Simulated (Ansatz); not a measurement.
Calculated quadrupolar parameters for ZnS

The cell is a Materials Project structure (computed, not necessarily an observed phase), whose atoms a relaxation with r2SCAN at fixed cell left in place.

```xyz
4
Lattice="3.8058 0.0000 0.0000 -1.9029 3.2959 0.0000 0.0000 0.0000 6.2380" Properties=species:S:1:pos:R:3 pbc="T T T"
Zn    0.0000    2.1973    0.0009
Zn    1.9029    1.0986    3.1199
S     0.0000    2.1973    2.3384
S     1.9029    1.0986    5.4574
```

Sites (sets of like atoms) are named by element and the number of their first atom in this list.

All values are calculated (Ansatz; DFT, r2SCAN, plane waves and PAW, scalar-relativistic, 500 eV cutoff, Γ-centred 10×10×6 k-points, Fermi–Dirac smearing 0.01 eV), not measured.

C_Q = eQV_zz/h, which is 24.18 MHz for Q = 1 b and V_zz = 10²¹ V/m²; η = (V_xx − V_yy)/V_zz.

Zn-67: I = 5/2, Q = 122.0 mb; 33S: I = 3/2, Q = -69.40 mb. Q values from Pyykkö, Mol. Phys. 116, 1328 (2018).

```csv
site,atoms (order as listed),first shell,V_zz (10²¹ V/m²),η,C_Q (MHz)
Zn,"1, 2",4 S at 2.33–2.34 Å,0.079,0.00,0.233
S,"3, 4",4 Zn at 2.33–2.34 Å,0.25,0.00,-0.414
```

An axis of threefold or higher order runs through Zn and S, so V_zz lies along it and η is zero.

With these PAW files V_zz is typically within 2 to 3 % of all-electron values, but misses above 10 % occur on Zn.

The relaxation (2 steps) took 62 s of wall time (62 s of CPU time) and 0.6 GiB at its peak, on 1 thread of Arm Neoverse V1 (aarch64; 8 cores open to the job, memory cap 3.0 GiB, no GPU), a shared host with a load of 0.4 a core.
